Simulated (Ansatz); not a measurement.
**NaF: structures and their energies**

12 relaxations of NaF ended in 3 distinct structures. Level of theory: r2SCAN (plane waves to 500 eV, PAW, scalar-relativistic; Ansatz, a program for electronic structure).

```csv
#,space group,Pearson,type,E − E(lowest) (eV/atom),V (Å³/atom),"gap (eV, no SOC)",coordination,runs ending here
1,Fm-3m,cF8,rock salt type,0.000,12.12,7.28,"F 6 (octahedral), Na 6 (octahedral)",10
2,P6₃/mmc,hP4,NiAs type,0.046,12.17,7.18,"Na 6 (octahedral), F 6 (trigonal prismatic)",1
3,F-43m,cF8,zinc blende type,0.138,16.22,6.26,"F 4 (tetrahedral), Na 4 (tetrahedral)",1
```

Coordination numbers (neighbours up to the widest gap in distance over summed covalent radii, below 1.35; n+m marks a second, longer set; metal–metal contacts left out). Fm-3m, cF8, rock salt type is the lowest of the structures calculated here.

NaF has the cubic space group Fm-3m (No. 225), the rock salt structure, Pearson symbol cF8. Lattice parameters: a = 4.594 Å, b = 4.594 Å, c = 4.594 Å, α = 90.00°, β = 90.00°, γ = 90.00°. F on 4a sees 6 Na at 2.297 Å (octahedral). Na on 4b has 6 F at 2.297 Å (octahedral). (Neighbours: up to the widest gap in distance over summed covalent radii, below 1.35, at either atom; cation-cation and far metal-metal contacts left out.)
(The calculation used a cell of 2 atoms; values per cell refer to that cell.)

Each run could gain symmetry but not lose that of its start, so entries can be saddle points. From databases, or of a type measured for this composition: Fm-3m, cF8, rock salt type; the others are generated cells (placed on structure types, drawn at random, substituted or restacked) that were not matched to a known phase here. Static energies at zero pressure. No spin polarisation in the result.
